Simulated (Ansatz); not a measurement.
An Ansatz (an electronic-structure program) run. Input:

Ansatz 0.2 input:
```yaml
crystal:
  lattice:
    - [-2.5675151317, 2.5675151317, 5.5312449716]
    - [2.5675151317, -2.5675151317, 5.5312449716]
    - [2.5675151317, 2.5675151317, -5.5312449716]
  atoms:
    - { symbol: Ca, position: [0.5, 0.5, 0.0] }
    - { symbol: Ca, position: [0.25, 0.75, 0.5] }
    - { symbol: Mo, position: [0.0, 0.0, 0.0] }
    - { symbol: Mo, position: [0.75, 0.25, 0.5] }
    - { symbol: O, position: [0.1551486346, 0.7549404817, 0.084524255] }
    - { symbol: O, position: [0.5049404817, 0.9204162267, 0.0997918471] }
    - { symbol: O, position: [0.6704162267, 0.0706243796, 0.915475745] }
    - { symbol: O, position: [0.8206243796, 0.4051486346, 0.9002081529] }
    - { symbol: O, position: [0.5948513654, 0.4950595183, 0.415475745] }
    - { symbol: O, position: [0.2450595183, 0.3295837733, 0.4002081529] }
    - { symbol: O, position: [0.0795837733, 0.1793756204, 0.584524255] }
    - { symbol: O, position: [0.9293756204, 0.8448513654, 0.5997918471] }
kpoints:
  mp_grid: { grid: [8, 8, 8] }
hamiltonian:
  xc: lda
  pseudopotentials: { kind: paw }
scf:
  occupations: { method: fixed }
phonons:
  method: dfpt
  response_accuracy: low
  eigenvectors: true
  rigid_motions: translations
  dielectric: true
```

Output (shortened):

```
zone centre: on kpoints.mp_grid the ground state, and the responses unless they are solved on pairs of k-points, stand on 260 of the mesh's 512 k-points, …
Pseudopotentials: kind: paw
Pseudopotential: Ca, paw, valence charge 10
Pseudopotential: Mo, paw, valence charge 14
Pseudopotential: O, paw, valence charge 6
Functional definition: SPW92
Crystal: 12 atoms, lattice volume = 145.851 Å³
Basis set: ecut = 420 eV, 2875 PW (Γ), exchange–correlation on 96×96×96 points (8 copies of the dense FFT grid, shifted against one another)
Bands: 60, of which v1, the nominal top of the filled ones, is band 48 counted from 1 (47 counted from 0)
Symmetry: 8 space group operations
k-points: 260 of 512 (irreducible under 1 space group operation, time reversal used)
PAW frozen core: Ca, regenerated for the run's functional, and the local potential with it
PAW frozen core: Mo, regenerated for the run's functional, and the local potential with it
PAW frozen core: O, regenerated for the run's functional, and the local potential with it
Initial wavefunctions: pseudopotential atomic-orbital guess
Eigensolver: davidson
Functional: x = slater, c = lda
all-band conjugate gradients solve this SCF's bands
SCF 1 converged in 9 iterations: F = -17683.973680 eV  dr2 = 3.30e-11
the response loops of the zone centre start from zero, take more passes and end by a threshold …
SCF converged after 9 iterations
Free energy (F): -17683.973680 eV
Harris-Foulkes:  -17683.973680 eV  (|F-HF|=0.00e0)
Internal energy: -17683.973680 eV  (E = F + TS)
E sigma→0 (E₀):  -17683.973680 eV
Fermi energy:    7.518822 eV
--- Per-component energies (eV) ---
  E_band       = -681.326081
  E_kinetic    = 2830.569972
  E_local      = -6518.105227  (includes V_loc(G=0)·N_el)
  E_nonlocal   = 824.637791
  E_hartree    = 2220.963492
  E_xc         = -1214.274790
  E_vxc        = -1541.850287  (∫ρ·V_xc dr)
  E_paw        = -8986.258444  (= ΣΔE_a)
  E_vpaw       = -718.525663  (= ΣTr[D̂ρ^β])
  E_aug_tail   = 0.020208  (compensation charges beyond the density's cutoff)
  E_ewald      = -6843.814018
  E_core_change = 2.287336  (= ΣΔE_core)
  E_smearing   =  0.000000  (= −TS)
  E_closure    =  0.000000  (closes the sum)
  Σ components = -17683.973680   (vs F -17683.973680, Δ=0.00e0)
--- Band table (eV; the first three rows and the last of 260) ---
  k-point 0: bands = ["-53.2658", "-53.2622", "-29.2513", "-29.2253", "-27.6591", "-27.6591", "-27.6475", "-27.6475", "-27.6313", "-27.5816", "-11.0699", "-10.8003", "-10.8003", "-10.7975", "-10.7975", "-10.5622", "-9.4753", "-8.3158", "-8.1624", "-8.0655", …
  k-point 1: bands = ["-53.2657", "-53.2624", "-29.2506", "-29.2263", "-27.6594", "-27.6587", "-27.6503", "-27.6476", "-27.6272", "-27.5829", "-11.0713", "-10.8435", "-10.8290", "-10.8094", "-10.7776", "-10.5546", "-9.3227", "-8.3038", "-8.1792", "-8.1420", …
  k-point 2: bands = ["-53.2653", "-53.2628", "-29.2481", "-29.2291", "-27.6601", "-27.6576", "-27.6548", "-27.6485", "-27.6187", "-27.5865", "-11.0655", "-10.8965", "-10.8881", "-10.8205", "-10.7284", "-10.5493", "-8.9882", "-8.4415", "-8.3353", "-8.1645", …
  k-point 259: bands = ["-53.2640", "-53.2640", "-29.2387", "-29.2387", "-27.6680", "-27.6680", "-27.6386", "-27.6386", "-27.6061", "-27.6061", "-10.9797", "-10.9797", "-10.9085", "-10.9085", "-10.5826", "-10.5826", "-8.6739", "-8.6739", "-8.2481", "-8.2481", …
  band table: 60 of 60 bands, residual norms ≤ 1.0e-3 eV
--- Phonons (Γ-DFPT): 7 representative perturbations + reference, on 260 of 512 k-points (Σ response iterations 62) ---
  k mesh reduced under 1 symmetry operation, with k and −k counted as one. Each operation leaves every solved perturbation unchanged …
  ASR residual: 3.446e-4 → 0.000e0 eV/Å²; symmetrization residual: 9.596e-5 eV/Å²
  ASR residual per site (eV/Å²): 1.99e-4 1.99e-4 3.45e-4 3.45e-4 1.13e-4 1.13e-4 1.13e-4 1.13e-4 1.13e-4 1.13e-4 1.13e-4 1.13e-4
  Γ frequencies (cm⁻¹): 0.00 0.00 0.00 101.06 140.95 140.95 150.86 150.86 196.12 204.04 204.04 218.66 218.66 219.93 232.44 239.42 258.65 290.91 290.91 317.04 317.04 320.05 334.38 397.50 409.47 409.47 433.34 439.23 778.75 799.99 799.99 803.76 803.76 848.71 885.48 890.67
  ε∞ (high-frequency dielectric tensor):
        4.223549     0.000001     0.000000
       -0.000001     4.223549     0.000000
        0.000000     0.000000     4.292925
  ε⁰ (static dielectric tensor: ions relaxed, cell fixed):
       12.891890     0.000001     0.000000
       -0.000001    12.891890     0.000000
        0.000000     0.000000    10.423623
  ε⁰ − ε∞ (ionic part):
        8.668341     0.000000     0.000000
        0.000000     8.668341     0.000000
        0.000000     0.000000     6.130698
  softest optical mode at Γ: 101.06 cm⁻¹; the repairs (sum rule, projections) moved no ω² at Γ by more than (7.84 cm⁻¹)²
  Born effective charges Z* (e; rows j = field, columns β = displacement):
    site 0:
         3.01896   -0.21446    0.00000
         0.21446    3.01896    0.00000
         0.00000    0.00000    2.69037
    site 1:
         3.01896   -0.21446    0.00000
         0.21446    3.01896    0.00000
         0.00000    0.00000    2.69037
    site 2:
         4.55864    0.37251    0.00000
        -0.37251    4.55864    0.00000
         0.00000    0.00000    5.05697
    site 3:
         4.55864    0.37251    0.00000
        -0.37251    4.55864    0.00000
         0.00000    0.00000    5.05697
    site 4:
        -1.65504    0.70618   -0.68574
         0.78520   -2.13377    0.69714
        -0.53710    0.85160   -1.93684
    site 5:
        -2.13377   -0.78520   -0.69714
        -0.70618   -1.65504   -0.68574
        -0.85160   -0.53710   -1.93684
    site 6:
        -1.65504    0.70618    0.68574
         0.78520   -2.13377   -0.69714
         0.53710   -0.85160   -1.93684
    site 7:
        -2.13377   -0.78520    0.69714
        -0.70618   -1.65504    0.68574
         0.85160    0.53710   -1.93684
    site 8:
        -1.65504    0.70618   -0.68574
         0.78520   -2.13377    0.69714
        -0.53710    0.85160   -1.93684
    site 9:
        -2.13377   -0.78520   -0.69714
        -0.70618   -1.65504   -0.68574
        -0.85160   -0.53710   -1.93684
    site 10:
        -1.65504    0.70618    0.68574
         0.78520   -2.13377   -0.69714
         0.53710   -0.85160   -1.93684
    site 11:
        -2.13377   -0.78520    0.69714
        -0.70618   -1.65504    0.68574
         0.85160    0.53710   -1.93684
  Z* charge neutrality: 9.348e-6 e pre-enforcement
  k-mesh period / interband length: 41.1 Å / 1.18 Å = 34.78 at k = (0.0000, 0.0000, 0.0000), direct gap 3.352 eV — 14 or more, which is no proof of convergence
  optical modes at Γ without the LO–TO term, one row a degenerate level:
      ω (cm⁻¹)  modes    IR ((D/Å)²/amu)
        101.06      1             0.0000
        140.95      2             6.9711
        150.86      2             0.0000
        196.12      1             0.0084
        204.04      2             0.0000
        218.66      2            25.4951
        219.93      1             0.0000
        232.44      1             0.0000
        239.42      1            17.4009
        258.65      1             0.0000
        290.91      2             0.0000
        317.04      2            14.1874
        320.05      1             0.0000
        334.38      1             0.0000
        397.50      1             0.0000
        409.47      2             0.0000
        433.34      1             5.3016
        439.23      1             0.0000
        778.75      1            52.8901
        799.99      2           102.5782
        803.76      2             0.0000
        848.71      1             0.0000
        885.48      1             0.0000
        890.67      1             0.0000
  optical modes at Γ + LO–TO along q̂ = [1.0000, 0.0000, 0.0000]:
      ω (cm⁻¹)  modes    IR ((D/Å)²/amu)
        101.06      1             0.0000
        140.95      1             3.4855
        150.86      2             0.0000
        152.98      1             0.2764
        196.12      1             0.0084
        204.04      2             0.0000
        218.66      1            12.7475
        219.93      1             0.0000
        232.44      1             0.0000
        239.42      1            17.4009
        258.65      1             0.0000
        266.38      1             2.4969
        290.91      2             0.0000
        317.04      1             7.0937
        320.05      1             0.0000
        334.38      1             0.0000
        366.08      1             9.8076
        397.50      1             0.0000
        409.47      2             0.0000
        433.34      1             5.3016
        439.23      1             0.0000
        778.75      1            52.8901
        799.99      1            51.2891
        803.76      2             0.0000
        848.71      1             0.0000
        885.48      1             0.0000
        890.67      1             0.0000
        915.51      1            62.0350
  optical modes at Γ + LO–TO along q̂ = [0.0000, 1.0000, 0.0000]:
      ω (cm⁻¹)  modes    IR ((D/Å)²/amu)
        101.06      1             0.0000
        140.95      1             3.4855
        150.86      2             0.0000
        152.98      1             0.2764
        196.12      1             0.0084
        204.04      2             0.0000
        218.66      1            12.7475
        219.93      1             0.0000
        232.44      1             0.0000
        239.42      1            17.4009
        258.65      1             0.0000
        266.38      1             2.4969
        290.91      2             0.0000
        317.04      1             7.0937
        320.05      1             0.0000
        334.38      1             0.0000
        366.08      1             9.8076
        397.50      1             0.0000
        409.47      2             0.0000
        433.34      1             5.3016
        439.23      1             0.0000
        778.75      1            52.8901
        799.99      1            51.2891
        803.76      2             0.0000
        848.71      1             0.0000
        885.48      1             0.0000
        890.67      1             0.0000
        915.51      1            62.0350
  optical modes at Γ + LO–TO along q̂ = [0.0000, 0.0000, 1.0000]:
      ω (cm⁻¹)  modes    IR ((D/Å)²/amu)
        101.06      1             0.0000
        140.95      2             6.9711
        150.86      2             0.0000
        196.14      1             0.0004
        204.04      2             0.0000
        218.66      2            25.4951
        219.93      1             0.0000
        232.44      1             0.0000
        258.65      1             0.0000
        290.91      2             0.0000
        309.21      1             6.7864
        317.04      2            14.1874
        320.05      1             0.0000
        334.38      1             0.0000
        397.50      1             0.0000
        409.47      2             0.0000
        439.23      1             0.0000
        452.80      1             4.5460
        799.99      2           102.5782
        803.76      2             0.0000
        848.71      1             0.0000
        885.48      1             0.0000
        890.67      1             0.0000
        899.13      1            64.2682
```

Cost: very roughly 2.4 core-hours on shared cores.

Space group I4_1/a. The workflow started from a Materials Project entry (that database holds measured and hypothetical structures alike); the Crystallography Open Database files this formula in space group No. 88, but the cells were not matched. Whether it is the stable phase at ambient conditions was not checked. The cell was relaxed with LDA under the symmetry of its start; of distortions, only those at the zone centre were tested. The run is not spin-polarised. No Hubbard U is applied. Spin–orbit coupling is left out wherever it is not named.

Potentials: the later of the program's two PAW sets.

Ansatz is a plane-wave DFT program.
